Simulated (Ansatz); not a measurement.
Relaxed-ion elastic tensor of Cd (hcp (Mg type), space group No. 194) in GPa (Voigt order), plane-wave PAW r²SCAN (Ansatz code); density 8.52 g/cm³, 21.91 Å³ per atom.

```
 121  43.8  34.7   0.0   0.0   0.0
43.8   121  34.7   0.0   0.0   0.0
34.7  34.7  44.3   0.0   0.0   0.0
 0.0   0.0   0.0  17.1   0.0   0.0
 0.0   0.0   0.0   0.0  17.1   0.0
 0.0   0.0   0.0   0.0   0.0  38.4
```

Problem. Is the crystal mechanically stable?

Solution. Yes: the smallest eigenvalue of C is 17.1 GPa.

Problem. Work out the Voigt, Reuss and Hill averages.

Solution. K_V = 56.9, K_R = 42.7, K_H = 49.8; G_V = 26.0, G_R = 20.9, G_H = 23.5 GPa.

Problem. Give Young's modulus, Poisson's ratio, Pugh's ratio and the universal anisotropy index.

Solution. E = 9KG/(3K + G) = 60.8 GPa; ν = 0.30; K/G = 2.12 (ductile by the Pugh limit of 1.75); A_U = 5G_V/G_R + K_V/K_R − 6 = 1.56.

Problem. Estimate the sound speeds and the Debye temperature.

Solution. v_l = √((K + 4G/3)/ρ) = 3080 m/s, v_t = √(G/ρ) = 1660 m/s, mean 1850 m/s; Θ = (h/k)(3n/4πV)^(1/3) v_m = 197 K.

Problem. How much does each axis shrink under pressure?

Solution. Linear compressibilities β_i = Σ_j S_ij (j = 1 to 3): x 2.0, y 2.0, z 20 per TPa.

Space group P6_3/mmc (hcp (Mg type)). The cell was relaxed with r²SCAN under the symmetry of its start; of distortions, only those at the zone centre were tested. As this level gives no gap, shear constants depend on the k-mesh and smearing (Fermi–Dirac, 0.1 eV here).

Potentials: the later of the program's two PAW sets.
